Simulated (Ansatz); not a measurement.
Zn$_{2}$SnO$_{4}$ in space group P4_122 (No. 91; Pearson symbol tP28), PBE (plane waves, PAW; program Ansatz). The conduction-band minimum lies at Γ, with 1 equivalent valley. Second derivatives d²E/dk² of the lowest band at one valley (eV·Å²), along Cartesian directions:

```tsv
direction	d²E/dk²
[100]	38.58
[010]	38.58
[001]	37.92
[110]	38.59
[101]	38.24
[011]	38.24
```

Find the principal effective masses, the density-of-states mass and the conductivity mass.

Off-diagonal terms follow from H_xy = H[110] − (H_xx + H_yy)/2, and m*/mₑ = 7.620 eV·Å² over each eigenvalue: 0.20, 0.20, 0.20. One valley's DOS mass (m₁m₂m₃)^(1/3) = 0.20, conductivity mass 3/(Σ 1/mᵢ) = 0.20 mₑ.

What effective density of states Nc follows at 300 K for parabolic valleys?

Nc = 2.509e19 × 1 × (0.20)^(3/2) ≈ 2.2e18 cm⁻³.

The start of the workflow was typed in or built on a structure type; neither database checked (COD, Materials Project) lists it. Its standing as an ambient phase is unchecked. The PBE relaxation kept the symmetry of its start; its stability against distortions is not shown here. Scalar-relativistic: spin–orbit coupling is off unless named, which matters more the heavier the elements.

Potentials: the later of the program's two PAW sets.

Edges and masses are those of Kohn–Sham bands, whose gap is no quasiparticle gap.
